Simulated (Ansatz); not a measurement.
BRu:
```cif
data_BRu
_chemical_formula_sum 'Ru1 B1'
_space_group_name_H-M_alt 'P 1'
_space_group_IT_number 1
_cell_length_a 2.67137
_cell_length_b 2.67137
_cell_length_c 2.67137
_cell_angle_alpha 90.000
_cell_angle_beta 90.000
_cell_angle_gamma 90.000
loop_
_space_group_symop_operation_xyz
  'x, y, z'
loop_
_atom_site_label
_atom_site_type_symbol
_atom_site_fract_x
_atom_site_fract_y
_atom_site_fract_z
_atom_site_occupancy
Ru1 Ru 0.00000 0.00000 0.00000 1
B1 B 0.50000 0.50000 0.50000 1
```

Relaxed with PBEsol.

Q: Decompose the optical modes at the zone centre into irreducible representations, and say which are infrared and Raman allowed.

A: Point group m-3m: Γ_opt = T1u. Infrared: T1u. Raman: none.

Q: Assign frequencies (DFPT, the program Ansatz at the PBEsol level (PAW)).

A: T1u 251 cm⁻¹.

Space group Pm-3m (CsCl type). A made-up cell: these elements were put on the sites of a structure type; neither database checked (COD, Materials Project) lists it. Its standing as an ambient phase is unchecked. Symmetry was held in the PBEsol relaxation; whether a distortion lowers the energy is not shown. The run is not spin-polarised. As this level gives no gap, phonon frequencies hold no LO–TO term and depend on the k-mesh and smearing (Fermi–Dirac, 0.1 eV here).

Potentials: the earlier of the program's two PAW sets. The files were generated under PBE; for other functionals the program regenerates the frozen cores, and for LDA and PBEsol the local potential too.
